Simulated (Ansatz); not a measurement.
**Data sheet: SiO2 (DFT)**

SiO2:
```
CELL_PARAMETERS angstrom
     -2.62367     4.75377     4.45166
      2.62367    -4.75377     4.45166
      2.62367     4.75377    -4.45166
ATOMIC_POSITIONS crystal
  Si 0.92771 0.84421 0.08350
  Si 0.07229 0.15579 0.91650
  Si 0.26072 0.84421 0.41650
  Si 0.73928 0.15579 0.58350
  O  0.12807 0.87807 0.25000
  O  0.87193 0.12193 0.75000
  O  0.79062 0.50000 0.79062
  O  0.20938 0.50000 0.20938
  O  0.20938 0.00000 0.70938
  O  0.79062 0.00000 0.29062
  O  0.00000 0.00000 0.00000
  O  0.50000 0.00000 0.50000
```

Space group Imma (No. 74); conventional cell a = 5.2473 Å, b = 9.5075 Å, c = 8.9033 Å, α = 90.00°, β = 90.00°, γ = 90.00°.

Method: the program Ansatz at the r²SCAN level (PAW). Structure relaxed to zero pressure with the same functional. Other levels are named where they apply.

**Cell and energy**

```yaml
volume_per_atom: 18.51 Å³
density: 1.80 g/cm³
Formation energy from the elements (no fitted shifts): -2970 meV/atom
```

**Electronic structure**

```yaml
band_gap: 6.18 eV (direct)
valence_band_maximum: at Γ
conduction_band_minimum: at Γ
electron_effective_mass: 0.60, 0.64, 0.64 mₑ (principal values)
hole_effective_mass: 0.90 along x, 2.2 along z (mₑ)
HSE06 gap on the r²SCAN cell: 7.16 eV
```

**Mechanics**

```yaml
Elastic constants (relaxed ions, GPa): C11 = 207, C22 = 44.5, C33 = 212, C12 = 48.6, C13 = 112, C23 = 86.3, C44 = 50.2, C55 = 20.5, C66 = -8.8
mechanical_stability: unstable (C has a negative eigenvalue)
```

**Dielectric response**

```yaml
Electronic dielectric constant ε∞ (DFPT): 1.92 (xx), 1.87 (yy), 1.89 (zz)
Born charges (a third of the trace): Si +3.33, O -1.74 to -1.62 e
```

**Phonons**

```yaml
Highest zone-centre frequency (without LO–TO term): 1261 cm^-1
zone_centre_stability: unstable, softest mode 64i cm⁻¹
```

**Charges**

```yaml
bader_charges: Si +3.38, O -1.69 e
```

The first step of the workflow began from a Materials Project structure, measured or hypothetical; the Crystallography Open Database copy checked does not list it. It is not the phase usual at ambient conditions (space group No. 92, 152, 154). The cell was relaxed with r²SCAN under the symmetry of its start. The references are the lowest solids computed at this level, not always the standard phases (solids in place of the gases).

Potentials: the earlier of the program's two PAW sets.
